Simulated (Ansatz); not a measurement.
Cd$_{2}$Ni$_{3}$O$_{8}$, a known structure type with other elements, at an estimated volume

```
CELL_PARAMETERS angstrom
0.00000 5.79695 0.00000
5.39272 -2.89848 0.00000
1.64402 0.00000 -4.63998
ATOMIC_POSITIONS crystal
Ni 0.26100 0.00000 0.00000
Ni 0.73900 0.00000 0.00000
O 0.08200 0.16400 0.10100
O 0.91800 0.83600 0.89900
Ni 0.00000 0.00000 0.50000
O 0.32400 0.18200 0.61000
O 0.14200 0.81800 0.39000
O 0.67600 0.81800 0.39000
O 0.85800 0.18200 0.61000
Cd 0.72020 0.44040 0.34300
Cd 0.27980 0.55960 0.65700
O 0.60100 0.20200 0.06600
O 0.39900 0.79800 0.93400
```

Single point in Ansatz 0.2.0 with LDA, no spin polarisation. Cutoff 420 eV, PAW datasets, 5×5×5 Γ-centred k mesh, fermi-dirac filling (width 0.1 eV).

Question: What is the band gap?

Answer: The gap is 0.41 eV, indirect (the least direct gap found is 0.56 eV).

Question: Where is the largest force?

Answer: The largest is on O3 (and as large on other atoms): 1.53 eV/Å, components (1.46, 0.00, 0.47). It makes 115° with the line to a nearest neighbour, Ni5 at 1.87 Å.

Question: What do density and ELF say about some of the short contacts?

Answer: Ni–O at 1.85 Å: least valence density 0.86 e/Å³ and ELF 0.28 there. Cd–O at 2.16 Å: least valence density 0.52 e/Å³ and ELF 0.15 there. These are pseudo-fields; inside the PAW spheres they differ from the all-electron ones.

Question: What is the character of the valence top and the conduction bottom?

Answer: Within 0.7 eV of the edges, the states project mainly on O p (65 %) and Ni d (31 %) below the gap and on O p (49 %) and Ni d (43 %) above it.

Question: Is the cell too large or too small?

Answer: The pressure is -9.0 GPa (compression positive), so with the atoms held at these fractions the cell would first shrink; the forces are large, so a full relaxation may end otherwise. The principal stresses -11.3, -9.9, -5.9 GPa differ, so its shape would change too.

Question: What is the formation energy?

Answer: -1.04 eV an atom against the elements' usual phases (free molecules for gases, crystals otherwise, with no correction for O₂ or N₂), so it is bound against them; other compounds may still compete. Relaxing would lower it.

Origin: a known structure type with other elements, at an estimated volume, so it need not be a known compound. Caveats: no spin polarisation, so a magnetic state may lie lower; atoms or cell far from equilibrium.
